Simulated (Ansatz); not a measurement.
TaP:
```
TaP
1.0
   -1.65489     1.65489     5.63704
    1.65489    -1.65489     5.63704
    1.65489     1.65489    -5.63704
Ta P
2 2
Direct
  0.99937   0.49937   0.50000
  0.24937   0.24937   0.00000
  0.41663   0.91663   0.50000
  0.66663   0.66663   0.00000
```

Relaxed with PBEsol. Special points in fractions of this cell's reciprocal vectors: Γ (0.000, 0.000, 0.000); X (0.000, 0.000, 0.500); P (0.250, 0.250, 0.250); N (0.000, 0.500, 0.000); M (0.500, 0.500, -0.500); S (0.272, 0.728, -0.272); S0 (-0.272, 0.272, 0.272); R (-0.043, 0.043, 0.500); G (0.500, 0.500, -0.043).

**Question.** List the band energies nearest the Fermi level at these points for the program Ansatz at the PBEsol level (PAW).

**Answer.** In eV from the Fermi level; about four levels below and three above (degenerate sets whole), none deeper than 8.9 eV; points with the same levels are listed once.

```
k                                below                above
-  -----------------------------------  -------------------
Γ  -2.56 -2.56 -2.56 -2.00 -1.63 -1.63       1.03 2.03 2.66
X              -3.25 -3.25 -1.02 -1.02  3.54 3.54 3.73 3.73
P              -3.29 -3.29 -1.01 -1.01  3.55 3.55 3.74 3.74
N              -2.59 -2.38 -1.77 -0.23       0.11 1.55 2.64
M              -3.04 -3.04 -0.87 -0.87  1.49 1.49 2.89 2.89
S              -2.58 -2.56 -1.87 -0.17       0.12 2.01 2.58
R              -3.23 -3.23 -1.05 -1.05  3.28 3.28 3.63 3.63
```

Space group I4_1md. The workflow started from a Materials Project entry (that database holds measured and hypothetical structures alike); the Crystallography Open Database copy checked does not list it. COD files the formula under space group No. 141, so this cell is another polymorph or a model. Its standing as an ambient phase is unchecked. The cell was relaxed with PBEsol under the symmetry of its start; of distortions, only those at the zone centre were tested. The run is not spin-polarised. A small band overlap can be real or an error of a semilocal functional. The Fermi level of a semimetal is unsure by some 0.05 eV on such meshes. Scalar-relativistic: spin–orbit coupling is off unless named, which matters more the heavier the elements.

Potentials: the later of the program's two PAW sets.
